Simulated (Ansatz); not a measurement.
InMo$_{3}$C (anti-perovskite, Pm-3m), a = 4.1983 Å, b = 4.1983 Å, c = 4.1983 Å, α = 90.00°, β = 90.00°, γ = 90.00°.

Relaxed with r²SCAN.

**Question.** Tabulate the valence density and the electron localisation function along the shortest Mo–C contact (2.10 Å), plane-wave PAW r²SCAN (Ansatz code).

**Answer.** 

| distance from Mo (Å) | density (e/Å³) | ELF |
|---|---|---|
| 0.21 | 6.52 | 0.45 |
| 0.31 | 6.45 | 0.61 |
| 0.42 | 5.86 | 0.71 |
| 0.52 | 4.78 | 0.74 |
| 0.63 | 3.48 | 0.70 |
| 0.73 | 2.30 | 0.58 |
| 0.84 | 1.43 | 0.41 |
| 0.94 | 0.94 | 0.27 |
| 1.05 | 0.74 | 0.25 |
| 1.15 | 0.72 | 0.36 |
| 1.26 | 0.80 | 0.56 |
| 1.36 | 0.96 | 0.71 |
| 1.47 | 1.17 | 0.75 |
| 1.57 | 1.41 | 0.70 |
| 1.68 | 1.61 | 0.56 |
| 1.78 | 1.72 | 0.33 |
| 1.89 | 1.73 | 0.13 |

The density is the valence pseudo-density with augmentation charge, so density and ELF within about 1 Å of a nucleus are not all-electron values.

The start of the workflow was typed in or built on a structure type; neither database checked (COD, Materials Project) lists it. Its standing as an ambient phase is unchecked. The cell was relaxed with r²SCAN under the symmetry of its start; whether a distortion lowers the energy is not shown. No spin polarisation was allowed. Its formation energy is positive at this level, so the cell may be metastable or incomplete.

Potentials: the later of the program's two PAW sets.
